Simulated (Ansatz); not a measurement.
**Fields on a plane of Sc (hcp, Mg type)**

```
CELL_PARAMETERS angstrom
      3.27714     0.00000     0.00000
     -1.63857     2.83808     0.00000
      0.00000     0.00000     5.08539
ATOMIC_POSITIONS crystal
  Sc 0.33333 0.66667 0.75000
  Sc 0.66667 0.33333 0.25000
```

The slice is a (1 -1 0 0) plane (indices of the conventional cell) through the point (0.667, 0.333, 0.250) (fractional), spanned by u = [110] and v = [001] in vectors of this cell: u (3.28 Å) and v (5.09 Å, at 90° to u). It covers one period; positions are fractions (u, v).

Atoms on it: Sc at (0.00, 0.00). Other atoms lie within 1 Å of the plane.

Level of theory: PBEsol (plane waves to 420 eV, PAW, scalar-relativistic; Ansatz, a program for electronic structure). k mesh 16×16×9. These are valence fields of a PAW run, semicore shells included where kept as valence: close to a nucleus they are smooth pseudo fields. Sc is run without spin polarisation. Sc was relaxed with its symmetry unable to fall.

```
|xxxxxxxxxxxx  ==######==  xxxxxxxxxx|
|xxxxxxxxxxxx..++##%%##++..xxxxxxxxxx|
|xxxxxxxxxx  --**%%%%%%**--  xxxxxxxx|
|xxxxxxxx  ::++##%%@@%%##++::  xxxxxx|
|xxxxxx  ::++##%%@@@@@@%%##++::  xxxx|
|    ..--++**%%%%@@@@@@%%%%**++--..  |
|==++++**####%%%%%%%%%%%%%%####**++++|
|########%%%%%%##########%%%%%%######|
|@@%%%%%%%%####****++****####%%%%%%%%|
|@@@@@@%%##**++==------==++**##%%@@@@|
|@@@@@@%%##++--..      ..--++##%%@@@@|
|@@@@@@%%**==..          ..==**%%@@@@|
|@@@@%%##++--    xxxxxx    --++##%%@@|
|@@@@%%##++--    xxxxxx    --++##%%@@|
|@@@@%%##++--    xxxxxx    --++##%%@@|
|@@@@@@%%**==..          ..==**%%@@@@|
|@@@@@@%%##++--..      ..--++##%%@@@@|
|@@@@@@%%##**++==------==++**##%%@@@@|
|@@%%%%%%%%####****++****####%%%%%%%%|
|########%%%%%%##########%%%%%%######|
|==++++**####%%%%%%%%%%%%%%####**++++|
|    ..--++**%%%%@@@@@@%%%%**++--..  |
|xxxxxx  ::++##%%@@@@@@%%##++::  xxxx|
|xxxxxxxx  ::++##%%@@%%##++::  xxxxxx|
|xxxxxxxxxx  --**%%%%%%**--  xxxxxxxx|
|xxxxxxxxxxxx..++##%%##++..xxxxxxxxxx|
|xxxxxxxxxxxx  ==######==  xxxxxxxxxx|
|xxxxxxxxxxxx  ==######==  xxxxxxxxxx|
```
Scale: ten equal steps from -1.00 (start of ' ') to 7.83 (end of '@'), in the order ' .:-=+*#%@'. Values: electrostatic potential energy of an electron, from the cell's mean, in eV. The map has 18 points along u (two characters each, u = 0 at the left) and 28 along v (v = 0 in the bottom row). Points within 1 Å of a nucleus are blanked (x), as the pseudised field means little there. Values under -1 eV are set to -1. The zero, the cell's mean, hangs on the PAW cores.

```tsv
v \ u	0.00	0.11	0.22	0.33	0.44	0.56	0.67	0.78	0.89
0.86	0.69	0.56	0.15	0.13	0.43	0.43	0.13	0.15	0.56
0.71	0.34	0.34	0.35	0.31	0.27	0.27	0.31	0.35	0.34
0.57	0.74	0.59	0.20	0.09	0.15	0.15	0.09	0.20	0.59
0.43	0.74	0.59	0.20	0.09	0.15	0.15	0.09	0.20	0.59
0.29	0.34	0.34	0.35	0.31	0.27	0.27	0.31	0.35	0.34
0.14	0.69	0.56	0.15	0.13	0.43	0.43	0.13	0.15	0.56
0.00	x	x	0.69	0.10	0.20	0.20	0.10	0.69	x
```

Values: electron localisation function (ELF). Points within 0.5 Å of a nucleus are blanked (x), as the pseudised field means little there.

The density on the Sc–Sc line (3.28 Å) at its midpoint is 0.12 e/Å³ and the ELF at that point is 0.28.
